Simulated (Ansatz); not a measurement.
Data:

NbC (rock salt, Fm-3m), a = 4.485 Å, b = 4.485 Å, c = 4.485 Å, α = 90.00°, β = 90.00°, γ = 90.00°; the cell used has 2 atoms.

This is the PBE-relaxed structure.

All from PBE (plane waves, PAW; program Ansatz), unless another level is named. Predict the highest zone-centre frequency.

517 cm^-1.

Next, the Poisson's ratio?

0.22.

And the elastic constants (relaxed ions, GPa)?

C11 = 658, C12 = 121, C44 = 171.

The PBE relaxation kept the symmetry of its start; phonons on a q-mesh show no instability. No spin polarisation was allowed. As this level gives no gap, shear constants depend on the k-mesh and smearing (Fermi–Dirac, 0.1 eV here). As this level gives no gap, phonon frequencies hold no LO–TO term and depend on the k-mesh and smearing (Fermi–Dirac, 0.1 eV here).

Potentials: the later of the program's two PAW sets.
